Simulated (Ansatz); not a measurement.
Input:

Tc:
```cif
data_Tc2
_chemical_formula_sum 'Tc2'
_space_group_name_H-M_alt 'Im-3m'
_space_group_IT_number 229
_space_group_name_Hall '-I 4 2 3'
_cell_length_a 3.08035
_cell_length_b 3.08035
_cell_length_c 3.08035
_cell_angle_alpha 90.000
_cell_angle_beta 90.000
_cell_angle_gamma 90.000
loop_
_atom_site_label
_atom_site_type_symbol
_atom_site_symmetry_multiplicity
_atom_site_Wyckoff_symbol
_atom_site_fract_x
_atom_site_fract_y
_atom_site_fract_z
_atom_site_occupancy
Tc1 Tc 2 a 0.00000 0.00000 0.00000 1
```
(The calculation used a cell of 1 atom; values per cell refer to that cell.)

This is the PBE-relaxed structure.

Task: All from PBE in the plane-wave PAW code Ansatz, unless another level is named. Predict the density of states at the Fermi level.

Result: 1.5 states/eV per atom (mean over ±0.08 eV).

Task: Give the gap with spin–orbit coupling.

Result: none (metallic).

A made-up cell: these elements were put on the sites of a structure type; neither database checked (COD, Materials Project) lists it. It is not the phase usual at ambient conditions (space group No. 194). The PBE relaxation kept the symmetry of its start. At this level the phase is mechanically unstable. No spin polarisation was allowed. Scalar-relativistic: spin–orbit coupling is off unless named, which matters more the heavier the elements.

Potentials: the later of the program's two PAW sets.
